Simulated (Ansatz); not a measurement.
Pt3W:
```
Pt3W
1.0
   -1.94449     1.94449     4.01765
    1.94449    -1.94449     4.01765
    1.94449     1.94449    -4.01765
Pt W
3 1
Cartesian
  0.00000   1.94449   2.00882
  1.94449   0.00000   2.00882
  0.00000   0.00000   4.01765
  0.00000   0.00000   0.00000
```

Relaxed with r²SCAN. Special points in fractions of this cell's reciprocal vectors: Γ (0.000, 0.000, 0.000); X (0.000, 0.000, 0.500); P (0.250, 0.250, 0.250); N (0.000, 0.500, 0.000); M (0.500, 0.500, -0.500); S (0.309, 0.691, -0.309); S0 (-0.309, 0.309, 0.309); R (-0.117, 0.117, 0.500); G (0.500, 0.500, -0.117).

**Question.** List the band energies nearest the Fermi level at these points for r²SCAN (plane waves, PAW; program Ansatz).

**Answer.** In eV from the Fermi level; about four levels below and three above (degenerate sets whole), none deeper than 8.9 eV; points with the same levels are listed once.

```
k                          below           above
-  -----------------------------  --------------
Γ        -2.84 -2.46 -1.63 -0.21  0.12 1.18 1.31
X        -1.94 -1.08 -0.80 -0.66  0.70 1.22 1.38
P  -2.94 -2.94 -2.94 -2.61 -1.32  0.54 0.54 1.22
N        -1.73 -1.07 -0.79 -0.55  0.24 1.42 1.87
M        -1.59 -1.59 -1.43 -0.80  0.12 1.62 1.70
S        -1.76 -1.37 -0.76 -0.31  0.49 1.80 2.12
R        -1.83 -1.73 -1.70 -0.92  1.20 1.27 1.34
```

Space group I4/mmm. The first step of the workflow began from a Materials Project structure, measured or hypothetical; the Crystallography Open Database copy checked does not list it. Its standing as an ambient phase is unchecked. The cell was relaxed with r²SCAN under the symmetry of its start; whether a distortion lowers the energy is not shown. The run is not spin-polarised. Scalar-relativistic: spin–orbit coupling is off unless named, which matters more the heavier the elements.

Potentials: the later of the program's two PAW sets.
